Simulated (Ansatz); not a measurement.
CaO (rock salt, Fm-3m), PBE in the plane-wave PAW code Ansatz: ε∞ = 3.79, cell volume 28.19 Å³. Infrared-active transverse modes:

```json
[
 {"ω_TO (cm⁻¹)": "255.3", "oscillator strength S_xx (e²/amu)": "0.4837"}
]
```

Question: Compute the static dielectric constant.

Answer: Each mode adds (4.921e7/V) S/ω²: 12.95. So ε0 = 16.7.

Question: What LO frequency does the Lyddane–Sachs–Teller relation give?

Answer: ω_LO = ω_TO √(ε0/ε∞) = 537 cm⁻¹.

Symmetry was held in the PBE relaxation; phonons on a q-mesh show no instability.

Potentials: the later of the program's two PAW sets.
